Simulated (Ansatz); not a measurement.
## Calculated with Ansatz: Ti$_{2}$Ge$_{5}$, relaxation

input.yaml:

```yaml
crystal:
  lattice:
    - [8.965168, 0.0, 0.0]
    - [0.0, 8.965168, 0.0]
    - [0.0, 0.0, 2.686548]
  atoms:
    - { symbol: Ge, position: [0.0, 0.5, 0.0] }
    - { symbol: Ge, position: [0.5, 0.0, 0.0] }
    - { symbol: Ti, position: [0.17917, 0.67917, 0.5] }
    - { symbol: Ti, position: [0.32083, 0.17917, 0.5] }
    - { symbol: Ti, position: [0.82083, 0.32083, 0.5] }
    - { symbol: Ti, position: [0.67917, 0.82083, 0.5] }
    - { symbol: Ge, position: [0.06336, 0.20674, 0.0] }
    - { symbol: Ge, position: [0.79326, 0.06336, 0.0] }
    - { symbol: Ge, position: [0.93664, 0.79326, 0.0] }
    - { symbol: Ge, position: [0.20674, 0.93664, 0.0] }
    - { symbol: Ge, position: [0.56336, 0.29326, 0.0] }
    - { symbol: Ge, position: [0.29326, 0.43664, 0.0] }
    - { symbol: Ge, position: [0.43664, 0.70674, 0.0] }
    - { symbol: Ge, position: [0.70674, 0.56336, 0.0] }
  symmetry: { tolerance: 0.0003 }
kpoints:
  mp_grid: { grid: [3, 3, 10], shift: [0, 0, 0] }
magnetization:
  spin_polarized: false
scf:
  occupations: { method: fermi_dirac }
  lower_state_search: "off"
hamiltonian:
  pseudopotentials: { kind: paw }
  xc: r2scan
basis:
  ecutwfc: 500
  fft_grid_basis: typed
relax:
  max_steps: 60
  cell: { p_target: 0.0 }
  f_tol: 0.03
output:
  forces: true
  stress: true
  eigenvalues: true
  bader: true
  populations: true
  elf: true
  write_potential: true
  volumetric_format: npy
  dos:
    e_range: [-12, 8]
    de: 0.05
    projected: { site_lists: { Ge: [Ge], Ti: [Ti] } }
  write_density: true
checkpoint:
  read: saved_state
```

Launch command:

```bash
ansatz run input.yaml --threads 2 --pin off --max-ram 2560MiB --backend cpu --events-out ev --progress --plain --runs-dir out
```

Origin of the cell: a known structure type with other elements, at an estimated volume, so it need not be a known compound.

The smearing width isn't typed, so it takes its default of 0.1 eV.

The saved state is a converged single point of the same cell.

Steps («new basis» is an SCF on plane waves selected anew at the same cell):

```json
{"step": "1", "ΔF (meV/atom)": "0.0", "max force component (eV/Å)": "0.157", "P (GPa)": "11.47", "volume (Å³)": "215.93", "SCF iterations": "8", "step was": "accepted"}
{"step": "2", "ΔF (meV/atom)": "-46.4", "max force component (eV/Å)": "0.101", "P (GPa)": "-1.92", "volume (Å³)": "240.86", "SCF iterations": "9", "step was": "accepted"}
{"step": "3", "ΔF (meV/atom)": "-49.0", "max force component (eV/Å)": "0.052", "P (GPa)": "-0.31", "volume (Å³)": "237.26", "SCF iterations": "7", "step was": "accepted"}
{"step": "4", "ΔF (meV/atom)": "-49.3", "max force component (eV/Å)": "0.007", "P (GPa)": "0.04", "volume (Å³)": "236.80", "SCF iterations": "8", "step was": "accepted"}
{"step": "5", "ΔF (meV/atom)": "-49.3", "max force component (eV/Å)": "0.001", "P (GPa)": "0.00", "volume (Å³)": "236.94", "SCF iterations": "8", "step was": "accepted"}
{"step": "6", "ΔF (meV/atom)": "-50.1", "max force component (eV/Å)": "0.001", "P (GPa)": "0.03", "volume (Å³)": "236.94", "SCF iterations": "8", "step was": "new basis"}
```

The starting structure.

Space group P4/mbm (No. 127); the run's cell has a = 8.965 Å, b = 8.965 Å, c = 2.687 Å, α = 90.00°, β = 90.00°, γ = 90.00°. Shortest distances: Ge–Ti 2.64 Å, Ge–Ge 2.69 Å, Ti–Ti 2.69 Å.

After:

Space group P4/mbm (No. 127); the run's cell has a = 9.280 Å, b = 9.280 Å, c = 2.751 Å, α = 90.00°, β = 90.00°, γ = 90.00°. Shortest distances: Ge–Ge 2.74 Å, Ge–Ti 2.75 Å, Ti–Ti 2.75 Å.

```xyz
14
Lattice="9.2802 0.0000 0.0000 0.0000 9.2802 0.0000 0.0000 0.0000 2.7512" Properties=species:S:1:pos:R:3 pbc="T T T"
Ge    0.0000    4.6401    0.0000
Ge    4.6401    0.0000    0.0000
Ti    1.6800    6.3201    1.3756
Ti    2.9601    1.6800    1.3756
Ti    7.6002    2.9601    1.3756
Ti    6.3201    7.6002    1.3756
Ge    0.5638    1.9587    0.0000
Ge    7.3215    0.5638    0.0000
Ge    8.7164    7.3215    0.0000
Ge    1.9587    8.7164    0.0000
Ge    5.2039    2.6814    0.0000
Ge    2.6814    4.0763    0.0000
Ge    4.0763    6.5988    0.0000
Ge    6.5988    5.2039    0.0000
```

```
Free energy lowered by                                                                 : 50.1 meV/atom
Volume change                                                                          : 9.73 %
Final pressure                                                                         : 0.03 GPa
Relaxation steps listed                                                                : 6
Formation energy (elements under the same functional, gases as molecules, uncorrected) : -0.164 eV/atom
```

Caveats: no moments, though an odd count or open d shells may carry them; the relaxation held the start's symmetry, so the end may be a saddle point.

Time: 590 s of wall time on 2 CPU thread(s) of a shared host, from a saved density.
